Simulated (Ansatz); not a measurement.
InGaN₂:
```xyz
4
Lattice="3.3200 0.0000 0.0000 -1.6600 2.8752 0.0000 0.0000 0.0000 5.4541" Properties=species:S:1:pos:R:3 pbc="T T T"
In     0.0000     0.0000     5.4357
Ga     1.6600     0.9584     2.7046
N      1.6600     0.9584     0.7994
N      0.0000     0.0000     3.2863
```

Relaxed with LDA. Special points in fractions of this cell's reciprocal vectors: Γ (0.000, 0.000, 0.000); M (0.500, 0.000, 0.000); K (0.333, 0.333, 0.000); A (0.000, 0.000, 0.500); L (0.500, 0.000, 0.500); H (0.333, 0.333, 0.500).

Q: List the band energies nearest the valence-band maximum at these points for the program Ansatz at the LDA level (PAW).

A: In eV from the valence-band maximum; about four levels below and three above (degenerate sets whole), none deeper than 8.9 eV; points with the same levels are listed once.

```
k                        below           above
-  ---------------------------  --------------
Γ  -1.29 -1.29 -0.35 0.00 0.00  0.46 3.39 7.49
M      -4.11 -2.83 -2.29 -0.95  4.03 4.94 5.04
K      -4.80 -3.05 -2.88 -2.52  4.49 6.30 6.39
A      -1.04 -1.04 -0.27 -0.27  2.66 3.29 6.53
L      -2.33 -2.29 -1.75 -1.58  3.29 3.79 6.37
H      -4.28 -3.69 -1.91 -1.37  5.41 5.44 5.80
```

Space group P3m1. The workflow started from a Materials Project entry (that database holds measured and hypothetical structures alike); the Crystallography Open Database copy checked does not list it. With In and Ga taken as one species the cell has the higher symmetry P6_3mc, so it may be an ordered model of a mixed-site phase. Whether it is the stable phase at ambient conditions was not checked. The LDA relaxation kept the symmetry of its start; of distortions, only those at the zone centre were tested. Spin–orbit coupling is left out wherever it is not named.

Potentials: the later of the program's two PAW sets.
